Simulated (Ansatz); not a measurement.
Polymorphs of As, each relaxed with PBEsol (plane waves, PAW; program Ansatz):

A: I4_132
a = b = c = 6.9071 Å, α = β = γ = 90.00°

```tsv
atom	site	symmetry	x	y	z
As	8a	.32	0.1250	0.1250	0.1250
```

B: Pm-3m
a = b = c = 2.6889 Å, α = β = γ = 90.00°

| atom | site | symmetry | x | y | z |
|---|---|---|---|---|---|
| As | 1b | m-3m | 0.5000 | 0.5000 | 0.5000 |

Task: Put the candidates in order of energy per atom at 0 K, lowest first, for PBEsol.

Result: B (+0 meV/atom), A (+693 meV/atom)

Typed or built starts, not in the databases checked: A. Not the usual ambient phase: A; B. Unstable at this level: A. All cells were relaxed under the symmetry of their starts (and spin orders); stability against distortions was not tested throughout. Spin–orbit coupling is left out wherever it is not named.

Energies hold the estimated change up to a 700 eV cutoff; steps of a few meV lie near the error of the meshes.

Potentials: the later of the program's two PAW sets.
